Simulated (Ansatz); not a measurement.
Input for Ansatz (plane-wave DFT, PAW):

```yaml
crystal:
  lattice:
    - [0.012514, -0.008616, -6.546436]
    - [3.804584, -6.498822, -0.016467]
    - [-7.607002, 0.001251, 0.015021]
  atoms:
    - { symbol: Ca, position: [0.9933911549, 0.5189110256, 0.0069142781] }
    - { symbol: Ca, position: [0.0064068315, 0.007560817, 0.0055857769] }
    - { symbol: Ca, position: [0.9927615409, 0.4931332553, 0.4956768836] }
    - { symbol: Ca, position: [0.0060362247, 0.9809485036, 0.4936991797] }
    - { symbol: Cu, position: [0.6209702624, 0.1779693922, 0.4453863014] }
    - { symbol: Cu, position: [0.6318862456, 0.6735553949, 0.3344884681] }
    - { symbol: Cu, position: [0.6693612598, 0.2092986277, 0.7959172643] }
    - { symbol: Cu, position: [0.6150404467, 0.5436840056, 0.7728399866] }
    - { symbol: Cu, position: [0.3787169422, 0.3242259466, 0.0553357124] }
    - { symbol: Cu, position: [0.3672282187, 0.8270551136, 0.1666195518] }
    - { symbol: Cu, position: [0.3300934167, 0.2911177573, 0.704171949] }
    - { symbol: Cu, position: [0.3844985833, 0.9572907829, 0.7296779962] }
    - { symbol: S, position: [0.2639409466, 0.1689183686, 0.351200775] }
    - { symbol: S, position: [0.2661294606, 0.6428280453, 0.3250885317] }
    - { symbol: S, position: [0.2660924688, 0.6649545936, 0.8254015259] }
    - { symbol: S, position: [0.735070554, 0.3314524954, 0.1506070453] }
    - { symbol: S, position: [0.7330010066, 0.8567079205, 0.1749221343] }
    - { symbol: S, position: [0.7332176629, 0.8360433597, 0.6756016731] }
basis:
  ecutwfc: 420
kpoints:
  mp_grid: { grid: [3, 3, 3] }
hamiltonian:
  xc: pbe
scf:
  occupations: { method: gaussian, width: 0.1 }
  n_extra_bands: 9
output:
  forces: true
  stress: true
  eigenvalues: true
  populations: true
  dos:
    method: { smearing: { sigma: 0.1, scheme: gaussian } }
    projected: true
    de: 0.02
```

Launched with
```bash
ansatz run input.yaml --threads 4 --pin off --max-ram 9216MiB --backend cpu --events-out ev --progress --plain --runs-dir out
```

All numbers below come from Ansatz, DFT PBE, scalar-relativistic, plane waves, PAW.

Abridged output (iterations and final results):

```
SCF iter   1: F=—  HF=-65694.111188 eV  |F-HF|=—  |Δ(HF+E_count)|=         —  Δρ=5.08e-3  dr2=9.81e-2  ethr=1.77e-3  ⟨swp⟩=5.7  Hψ=6863  notcnv=0
SCF iter   2: F=—  HF=-65694.110653 eV  |F-HF|=—  |Δ(HF+E_count)|=   5.35e-4  Δρ=4.80e-3  dr2=5.17e-2  ethr=4.30e-5  ⟨swp⟩=2.0  Hψ=3586  notcnv=0  defer=7
SCF iter   3: F=—  HF=-65694.099965 eV  |F-HF|=—  |Δ(HF+E_count)|=   1.07e-2  Δρ=1.50e-3  dr2=1.62e-2  ethr=2.27e-5  ⟨swp⟩=2.0  Hψ=3249  notcnv=0  defer=7
SCF iter   4: F=—  HF=-65694.097408 eV  |F-HF|=—  |Δ(HF+E_count)|=   2.56e-3  Δρ=7.64e-4  dr2=2.93e-3  ethr=7.09e-6  ⟨swp⟩=2.0  Hψ=2505  notcnv=0  defer=7
SCF iter   5: F=—  HF=-65694.097298 eV  |F-HF|=—  |Δ(HF+E_count)|=   1.10e-4  Δρ=9.85e-4  dr2=2.52e-3  ethr=1.29e-6  ⟨swp⟩=2.0  Hψ=3162  notcnv=0  defer=7
SCF iter   6: F=—  HF=-65694.096817 eV  |F-HF|=—  |Δ(HF+E_count)|=   4.81e-4  Δρ=2.43e-4  dr2=2.35e-4  ethr=1.11e-6  ⟨swp⟩=2.0  Hψ=2384  notcnv=0  defer=7
SCF iter   7: F=—  HF=-65694.096792 eV  |F-HF|=—  |Δ(HF+E_count)|=   2.46e-5  Δρ=1.33e-4  dr2=4.61e-5  ethr=1.03e-7  ⟨swp⟩=2.0  Hψ=2666  notcnv=0  defer=7
SCF iter   8: F=—  HF=-65694.096844 eV  |F-HF|=—  |Δ(HF+E_count)|=   5.15e-5  Δρ=1.08e-4  dr2=2.57e-5  ethr=2.02e-8  ⟨swp⟩=2.0  Hψ=3242  notcnv=0  defer=2
SCF iter   9: F=—  HF=-65694.096845 eV  |F-HF|=—  |Δ(HF+E_count)|=   1.61e-6  Δρ=4.87e-5  dr2=6.29e-6  ethr=1.13e-8  ⟨swp⟩=2.0  Hψ=2224  notcnv=0  defer=2
SCF iter  10: F=—  HF=-65694.096845 eV  |F-HF|=—  |Δ(HF+E_count)|=   3.52e-8  Δρ=9.20e-6  dr2=2.87e-7  ethr=2.76e-9  ⟨swp⟩=2.0  Hψ=2493  notcnv=0  defer=2
SCF iter  11: F=—  HF=-65694.096845 eV  |F-HF|=—  |Δ(HF+E_count)|=   2.33e-7  Δρ=2.16e-5  dr2=1.03e-6  ethr=4.39e-11  ⟨swp⟩=8.6  Hψ=8248  notcnv=0
SCF iter  12: F=-65694.096845 eV  HF=-65694.096845 eV  |F-HF|=3.20e-9  |Δ(HF+E_count)|=   1.68e-7  Δρ=2.25e-6  dr2=2.34e-8  ethr=4.39e-11  ⟨swp⟩=2.0  Hψ=5865  notcnv=0
SCF 1 converged in 12 iterations: F = -65694.096845 eV  dr2 = 2.34e-8
SCF converged after 12 iterations
Free energy (F): -65694.096845 eV
Harris-Foulkes:  -65694.096845 eV  (|F-HF|=3.20e-9)
Internal energy: -65694.096845 eV  (E = F + TS)
E sigma→0 (E₀):  -65694.096845 eV
Fermi energy:    10.062775 eV
--- Per-component energies (eV) ---
  E_band       = -4191.921000
  E_kinetic    = 4165.026141
  E_local      = -51236.213780  (includes V_loc(G=0)·N_el)
  E_nonlocal   = 3596.810291
  E_hartree    = 22702.033406
  E_xc         = -1845.652489
  E_vxc        = -2130.808322  (∫ρ·V_xc dr)
  E_paw        = -20386.203045  (= ΣΔE_a)
  E_vpaw       = -3990.806649  (= ΣTr[D̂ρ^β])
  E_aug_tail   = 0.002156  (compensation charges beyond the density's cutoff)
  E_ewald      = -22689.899524
  E_smearing   =  0.000000  (= −TS)
--- Forces (eV/Å), atoms counted from 1 ---
  atom   1  Ca     0.00502324    -0.01560541     0.02992474
  atom   2  Ca    -0.00531934    -0.00981692     0.02789755
  atom   3  Ca     0.00282575     0.00934973    -0.03008501
  atom   4  Ca    -0.00169919     0.01691075    -0.02186322
  atom   5  Cu    -0.12121894    -0.11257790     0.01101006
  atom   6  Cu    -0.04570850    -0.02254460     0.07166612
  atom   7  Cu     0.03755163    -0.08041325     0.08038775
  atom   8  Cu     0.06727923     0.05301827    -0.00732635
  atom   9  Cu     0.13579913     0.14120515    -0.02443387
  atom  10  Cu     0.04614428     0.02416368    -0.07459426
  atom  11  Cu    -0.05694885     0.08677417    -0.07756394
  atom  12  Cu    -0.07081149    -0.05945588     0.01105498
  atom  13  S     -0.03363704     0.00306610     0.07890523
  atom  14  S      0.03506355    -0.10872336     0.11721494
  atom  15  S      0.05113166    -0.12376113    -0.03488644
  atom  16  S      0.05033293    -0.00244742    -0.07879684
  atom  17  S     -0.05085452     0.08718111    -0.11169865
  atom  18  S     -0.04494738     0.11367507     0.03318856
--- Stress (GPa, compression-positive) ---
        0.521634       0.241902      -0.005562
        0.241902       0.458686      -0.086325
       -0.005562      -0.086325       0.232591
  P = ⅓ Tr σ = 0.4043 GPa (4.043 kbar)
--- Band table (eV; the first three rows and the last of 14) ---
  k-point 0: bands = ["-102.3597", "-102.3556", "-102.0835", "-102.0815", "-102.0558", "-102.0477", "-101.9585", "-101.9554", "-59.8116", "-59.7872", "-59.7247", "-59.7199", "-59.7052", "-59.6973", "-59.5216", "-59.5130", "-59.4737", "-59.4707", "-59.4680", "-59.4658", "-59.4650", "-59.4563", "-59.4560", "-59.4526", "-59.4032", "-59.4026", "-59.3995", "-59.3957", "-59.3498", "-59.3469", "-59.3054", "-59.3021", "-30.7990", "-30.7891", "-30.5756", "-30.5652", "-11.9750", "-11.9405", "-11.9084", "-11.8661", "-11.8286", "-11.8056", "-11.7364", "-11.6635", "-11.6487", "-11.6368", "-11.6287", "-11.6078", "-3.7825", "-3.0304", "-2.9992", "-2.9842", "-2.8737", "-2.8203", "3.9980", "4.1545", "4.2232" ...
  k-point 1: bands = ["-102.3597", "-102.3556", "-102.0835", "-102.0815", "-102.0558", "-102.0477", "-101.9585", "-101.9554", "-59.8116", "-59.7872", "-59.7247", "-59.7199", "-59.7052", "-59.6973", "-59.5216", "-59.5130", "-59.4738", "-59.4707", "-59.4680", "-59.4658", "-59.4650", "-59.4562", "-59.4560", "-59.4526", "-59.4032", "-59.4026", "-59.3995", "-59.3957", "-59.3498", "-59.3469", "-59.3054", "-59.3021", "-30.7968", "-30.7912", "-30.5742", "-30.5667", "-11.9363", "-11.9225", "-11.8987", "-11.8570", "-11.8434", "-11.8370", "-11.7280", "-11.6664", "-11.6516", "-11.6454", "-11.6322", "-11.6318", "-3.6389", "-3.2022", "-3.0068", "-2.9788", "-2.8739", "-2.8260", "3.8909", "4.2567", "4.5637" ...
  k-point 2: bands = ["-102.3597", "-102.3556", "-102.0835", "-102.0815", "-102.0558", "-102.0477", "-101.9585", "-101.9554", "-59.8116", "-59.7872", "-59.7247", "-59.7199", "-59.7052", "-59.6972", "-59.5216", "-59.5130", "-59.4738", "-59.4707", "-59.4680", "-59.4658", "-59.4650", "-59.4562", "-59.4560", "-59.4526", "-59.4032", "-59.4026", "-59.3995", "-59.3957", "-59.3498", "-59.3469", "-59.3054", "-59.3021", "-30.7968", "-30.7912", "-30.5742", "-30.5668", "-11.9328", "-11.9192", "-11.9004", "-11.8570", "-11.8448", "-11.8369", "-11.7257", "-11.6693", "-11.6541", "-11.6464", "-11.6330", "-11.6312", "-3.6390", "-3.1698", "-3.0449", "-2.9643", "-2.8895", "-2.8201", "3.8413", "4.2716", "4.5790" ...
  k-point 13: bands = ["-102.3597", "-102.3556", "-102.0835", "-102.0815", "-102.0558", "-102.0477", "-101.9585", "-101.9554", "-59.8116", "-59.7872", "-59.7247", "-59.7199", "-59.7052", "-59.6972", "-59.5216", "-59.5130", "-59.4738", "-59.4707", "-59.4680", "-59.4658", "-59.4650", "-59.4562", "-59.4560", "-59.4526", "-59.4032", "-59.4026", "-59.3995", "-59.3957", "-59.3498", "-59.3469", "-59.3054", "-59.3021", "-30.7966", "-30.7912", "-30.5744", "-30.5667", "-11.9226", "-11.9010", "-11.8950", "-11.8552", "-11.8494", "-11.8384", "-11.7380", "-11.6776", "-11.6584", "-11.6521", "-11.6337", "-11.6325", "-3.3942", "-3.2732", "-3.1081", "-3.0085", "-2.9220", "-2.8458", "3.7606", "4.4278", "4.4426 ...
--- Löwdin populations: 18 sites ---
  site symbol q [e]
     0     Ca      8.5101
     1     Ca      8.4570
     2     Ca      8.4571
     3     Ca      8.5099
     4     Cu     18.6684
     5     Cu     18.4488
     6     Cu     18.7284
     7     Cu     18.7271
     8     Cu     18.6683
     9     Cu     18.4489
    10     Cu     18.7268
    11     Cu     18.7282
    12      S      7.0315
    13      S      7.0033
    14      S      7.0166
    15      S      7.0322
    16      S      7.0036
    17      S      7.0167
  spilling = 0.012356 (of n_electrons = 228.000000)
```

The run converged.

It took 12 s on 4 threads of AMD EPYC 9R45 96-Core Processor (Zen 5), on a shared host, peak memory 1.4 GiB.

The k mesh is coarse.